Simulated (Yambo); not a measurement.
Yambo run on NaPF₆ (space group Fm-3m, No. 225). The wavefunctions come from this Quantum ESPRESSO step (LDA, PseudoDojo standard norm-conserving files, scalar-relativistic):

```
&CONTROL
  calculation = 'nscf'
  pseudo_dir = './pseudo'
  outdir = './out'
/
&SYSTEM
  ibrav = 0
  nat = 8
  ntyp = 3
  ecutwfc = 88.0
  ecutrho = 352.0
  occupations = 'fixed'
  force_symmorphic = .true.
  nbnd = 173
/
&ELECTRONS
  conv_thr = 8e-09
  diago_full_acc = .true.
  diago_thr_init = 1e-08
/
ATOMIC_SPECIES
F 18.9984 F.upf
Na 22.9898 Na.upf
P 30.9738 P.upf
CELL_PARAMETERS angstrom
  0.000000000000   3.854500000000   3.854500000000
  3.854500000000   0.000000000000   3.854500000000
  3.854500000000   3.854500000000   0.000000000000
ATOMIC_POSITIONS crystal
F   0.790570000000   0.790570000000   0.209430000000
F   0.209430000000   0.209430000000   0.790570000000
F   0.209430000000   0.790570000000   0.790570000000
F   0.790570000000   0.209430000000   0.209430000000
F   0.790570000000   0.209430000000   0.790570000000
F   0.209430000000   0.790570000000   0.209430000000
Na   0.500000000000   0.500000000000   0.500000000000
P   0.000000000000   0.000000000000   0.000000000000
K_POINTS automatic
2 2 2 0 0 0
```

Yambo input:

```
rim_cut
gw0
dyson
el_el_corr
HF_and_locXC
ppa
em1d
RandQpts= 1000000
RandGvec= 1 Ry
EXXRLvcs= 88 Ry
VXCRLvcs= 352 Ry
Chimod= "HARTREE"
% BndsRnXp
 2 | 171 |
%
NGsBlkXp= 7 Ry
% LongDrXp
 1.0 | 1.0 | 1.0 |
%
PPAPntXp= 27.2114 eV
% GbndRnge
 1 | 171 |
%
GTermKind= "BG"
DysSolver= "n"
ExtendOut
% QPkrange
 1 | 1 | 28 | 29 |
 2 | 2 | 28 | 29 |
 3 | 3 | 28 | 29 |
%
```

k points by index: 1 = Γ, 2 = L, 3 = X.

Table of the .qp output:

```
#    K-point    Band    Eo [eV]    E [eV]    E-Eo [eV]    Vxc [eV]    Vnlxc [eV]    Sc|Eo [eV]    Sc|E [eV]    dSc/dw|Eo [eV]    Re(Z)    Im(Z)
#
    1    28    0.000000    -3.219353    -3.219353    -23.37099    -31.54772    4.369687    4.957372    -4.967224    0.845635    -0.791674E-3
    1    29    7.244394    9.424961    2.180567    -11.47615    -6.552178    -2.524948    -2.743401    -2.726028    0.908942    -0.478068E-3
    2    28    -0.102214    -3.336262    -3.234048    -23.18520    -31.37393    4.364947    4.954678    -4.961866    0.845776    -0.794287E-3
    2    29    9.068816    11.81844    2.749623    -15.45369    -9.642287    -2.725540    -3.061776    -3.327464    0.891041    -0.543877E-3
    3    28    -0.004816    -3.209260    -3.204444    -23.35854    -31.53508    4.387217    4.972089    -4.966445    0.845656    -0.791775E-3
    3    29    9.416419    12.49655    3.080134    -17.72457    -11.33636    -2.893113    -3.308071    -3.665880    0.881275    -0.565819E-3
```
(The two width columns are left out.) Convergence of these settings isn't established.

Geometry of the Materials Project entry, not relaxed at this level.
